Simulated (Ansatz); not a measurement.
The relaxed structure here is a generated cell of GaCuSe2: the first start was made by placing the elements on the sites of a structure type, and the end was not matched to a known phase here, so it may be hypothetical. Known forms of GaCuSe2 include space group No. 122.

The end point of a relaxation of GaCuSe₂. Level of theory: PBE (plane waves to 420 eV, PAW, scalar-relativistic; Ansatz, a program for electronic structure).

```
CELL_PARAMETERS angstrom
      6.89451     0.00000     0.00000
      0.00000     7.99359     0.00000
      0.00000     0.00000     6.57906
ATOMIC_POSITIONS crystal
  Cu 0.08835 0.62531 0.00540
  Cu 0.91165 0.37469 0.50540
  Cu 0.58835 0.87469 0.00540
  Cu 0.41165 0.12531 0.50540
  Ga 0.07889 0.12588 0.00156
  Ga 0.92111 0.87412 0.50156
  Ga 0.57889 0.37412 0.00156
  Ga 0.42111 0.62588 0.50156
  Se 0.08132 0.12931 0.37824
  Se 0.91868 0.87069 0.87824
  Se 0.58132 0.37069 0.37824
  Se 0.41868 0.62931 0.87824
  Se 0.08394 0.62010 0.37480
  Se 0.91606 0.37990 0.87480
  Se 0.58394 0.87990 0.37480
  Se 0.41606 0.12010 0.87480
```

Problem. Determine the symmetry and give the standard cell with its independent sites.

Solution. Space group Pna2₁ (No. 33); a = 6.8945 Å, b = 7.9936 Å, c = 6.5791 Å, α = β = γ = 90.00°

```tsv
atom	site	symmetry	x	y	z
Cu	4a	1	0.0884	0.6253	0.0054
Ga	4a	1	0.0789	0.1259	0.0016
Se	4a	1	0.0813	0.1293	0.3782
Se	4a	1	0.0839	0.6201	0.3748
```

Problem. Give the shortest distances between elements (the closest pairs, up to four, under 3.6 Å).

Solution. Cu–Se 2.43 Å; Ga–Se 2.46 Å.

- Volume per atom: 22.66 Å³
- Density: 5.33 g/cm³
- Band gap: 0.10 eV, direct at Γ (no spin-orbit coupling)

No spin polarisation in the result.

The run could not lose the symmetry of its start, so the end can be a saddle point.
